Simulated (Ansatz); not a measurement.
Given:

Relaxed BAs (zinc blende):

```
BAs
1.0
    0.00000     4.80936     4.80936
    2.40468     2.40468     4.80936
    2.40468     2.40468     0.00000
As B
2 2
Direct
  0.00000   0.75000   0.75000
  0.50000   0.75000   0.75000
  0.00000   0.00000   0.00000
  0.50000   0.00000   0.00000
```

The atoms are displaced by Q × the pattern below (from a DFPT mode at X = (0.5, 0.5, 0.0), largest move 1; Q in Å), at fixed cell. (q is in reciprocal vectors of the primitive cell; the cell shown is doubled to hold the pattern.)

```csv
atom,x,y,z
B3,0.000,0.000,1.000
B4,0.000,0.000,-1.000
```

Atoms not listed stay in place.

Level of theory: PBE (plane waves to 420 eV, PAW, scalar-relativistic; Ansatz, a program for electronic structure). k mesh 12×12×12 (Γ-centred), Fermi-Dirac smearing 0.05 eV. Energies are smeared free energies. BAs was relaxed with its symmetry unable to fall. The PAW data are Ansatz's earlier set. The zero of ΔE is the undisplaced structure.

The scan covers Q from -0.180 to 0.180 Å in 13 points.

Which space group does the distorted structure have?

P-4m2 (No. 115), lowered from F-43m.

What is the energy change at Q = 0.180 Å?

645 meV/cell.

What harmonic wavenumber does the curvature at Q = 0 give?

712 cm⁻¹.

(For displaced atoms, the force is minus the slope of the energy, and its curvature is a force constant, which sets phonon frequencies.)
